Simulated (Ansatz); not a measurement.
ZrB₂:
```cif
data_B4Zr2
_chemical_formula_sum 'Zr2 B4'
_space_group_name_H-M_alt 'P63/mmc'
_space_group_IT_number 194
_space_group_name_Hall '-P 6c 2c'
_cell_length_a 3.08109
_cell_length_b 3.08109
_cell_length_c 8.53853
_cell_angle_alpha 90.000
_cell_angle_beta 90.000
_cell_angle_gamma 120.000
loop_
_atom_site_label
_atom_site_type_symbol
_atom_site_symmetry_multiplicity
_atom_site_Wyckoff_symbol
_atom_site_fract_x
_atom_site_fract_y
_atom_site_fract_z
_atom_site_occupancy
Zr1 Zr 2 c 0.33333 0.66667 0.25000 1
B1 B 4 f 0.66667 0.33333 0.02692 1
```

Relaxed with r²SCAN.

Question: Tabulate the valence density and the electron localisation function along the shortest Zr–Zr contact (3.08 Å), r²SCAN in the plane-wave PAW code Ansatz.

Answer: 

| distance from Zr (Å) | density (e/Å³) | ELF |
|---|---|---|
| 0.31 | 4.19 | 0.47 |
| 0.46 | 3.95 | 0.72 |
| 0.62 | 2.92 | 0.79 |
| 0.77 | 1.71 | 0.74 |
| 0.92 | 0.85 | 0.53 |
| 1.08 | 0.42 | 0.27 |
| 1.23 | 0.26 | 0.16 |
| 1.39 | 0.20 | 0.17 |
| 1.54 | 0.19 | 0.20 |
| 1.69 | 0.20 | 0.17 |
| 1.85 | 0.26 | 0.16 |
| 2.00 | 0.42 | 0.27 |
| 2.16 | 0.85 | 0.53 |
| 2.31 | 1.71 | 0.74 |
| 2.46 | 2.92 | 0.79 |
| 2.62 | 3.95 | 0.72 |
| 2.77 | 4.19 | 0.47 |

The density is the valence pseudo-density with augmentation charge, so density and ELF within about 1 Å of a nucleus are not all-electron values.

Space group P6_3/mmc. The start of the workflow was typed in or built on a structure type; neither database checked (COD, Materials Project) lists it. It is not the phase usual at ambient conditions (space group No. 191). The r²SCAN relaxation kept the symmetry of its start; its stability against distortions is not shown here. No spin polarisation was allowed.

Potentials: the earlier of the program's two PAW sets.
